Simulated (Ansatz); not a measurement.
Q: Si₂Ni (fluorite or antifluorite type, space group No. 225) is relaxed with the program Ansatz at the LDA level (PAW). What lattice parameters of the conventional cell result?

A: a = 5.348 Å.

Q: Is it a metal or does it have a gap at this level?

A: No gap at this level.

Space group Fm-3m (fluorite or antifluorite type). The cell was relaxed with LDA under the symmetry of its start. No spin polarisation was allowed.

Potentials: the earlier of the program's two PAW sets. The files were generated under PBE; for other functionals the program regenerates the frozen cores, and for LDA and PBEsol the local potential too.
